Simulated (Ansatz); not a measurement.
**Axial (c/a) deformation path in LiCuAuO2**

All numbers below come from DFT PBEsol, scalar-relativistic, plane waves, PAW (Ansatz). Settings: plane waves to 420 eV, k-mesh 18×18×18 (Γ-centred), Gaussian smearing 0.15 eV. Spin–orbit coupling is left out, which can shift energies with elements as heavy as these. No spin polarisation. Energies are free energies at this smearing, counted from the undisturbed cell; pressure is positive in compression.

Zero of the scan (relaxed at this level; it needn't be the usual structure):

```xyz
5
Lattice="1.6188 0.9346 6.2879 -1.6188 0.9346 6.2879 0.0000 -1.8692 6.2879" Properties=species:S:1:pos:R:3 pbc="T T T"
Li    0.0000    0.0000   14.3501
Cu    0.0000    0.0000    9.8530
Au    0.0000    0.0000   18.6673
O     0.0000    0.0000   16.6210
O     0.0000    0.0000    1.8154
```

At fixed volume and fractional coordinates, lengths along (0.000, 0.000, 1.000) are scaled against those across it; ρ is that ratio over its starting value. The cell is metallic on the mesh throughout.

| ρ | ΔE (meV/atom) | pressure (GPa) |
| --- | --- | --- |
| 0.850 | 173.4 | 14.9 |
| 0.920 | 40.1 | 5.5 |
| 0.960 | 9.0 | 2.2 |
| 1.000 | 0.0 | 0.0 |
| 1.050 | 11.9 | -1.3 |
| 1.100 | 42.4 | -1.4 |
| 1.200 | 135.9 | 0.8 |

Cost: 7 runs of about 3.3 core-minutes in all, on AMD EPYC 9R45 (Zen 5) (shared hosts).